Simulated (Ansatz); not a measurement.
SnO2 (rutile)

```
CELL_PARAMETERS angstrom
      4.75851     0.00000     0.00000
      0.00000     4.75851     0.00000
      0.00000     0.00000     3.20013
ATOMIC_POSITIONS crystal
  Sn 0.00000 0.00000 0.00000
  Sn 0.50000 0.50000 0.50000
  O  0.30590 0.30590 0.00000
  O  0.80590 0.19410 0.50000
  O  0.19410 0.80590 0.50000
  O  0.69410 0.69410 0.00000
```

The slice is a (-1 2 0) plane (indices of the conventional cell) through the point (0.194, 0.806, 0.500) (fractional), spanned by u = [001] and v = [210] in vectors of this cell: u (3.20 Å) and v (10.64 Å, at 90° to u). It covers one period; positions are fractions (u, v).

The numbers are results of r2SCAN (plane waves to 500 eV, PAW, scalar-relativistic; Ansatz, a quantum-chemistry and plane-wave program), not measurements. k mesh 7×7×10. These are valence fields of a PAW run, semicore shells included where kept as valence: close to a nucleus they are smooth pseudo fields. SnO2 was relaxed with its symmetry unable to fall. The PAW data are Ansatz's earlier set.

Question: Around which element is the density of the highest valence band (whole band, smooth part) largest on this plane?

Answer: O. Mean over a disc round each atom, of radius 0.45 times the shortest bond: O 0.088, Sn 0.000 e/Å³.

Question: Sketch the valence electron density on this plane as a map.

Answer: 
```
|87532357|
|55322235|
|22222222|
|01133311|
|01355531|
|22467642|
|44456544|
|87444447|
|99533359|
|99543459|
|87556557|
|44578754|
|23589853|
|11467641|
|01245421|
|22233322|
|54344434|
|76545456|
|87544457|
|76432346|
|54211124|
|21100011|
|00000000|
|00000000|
|22100012|
|54310134|
|87421247|
|98532358|
```
Scale: ten equal steps from -1.50 (start of '0') to 1.02 (end of '9'), in the order '0123456789'. Values: log₁₀ of the valence density in e/Å³. The map has 8 points along u (one character each, u = 0 at the left) and 28 along v (v = 0 in the bottom row). The scale is logarithmic, as a density can span decades between atoms and voids.
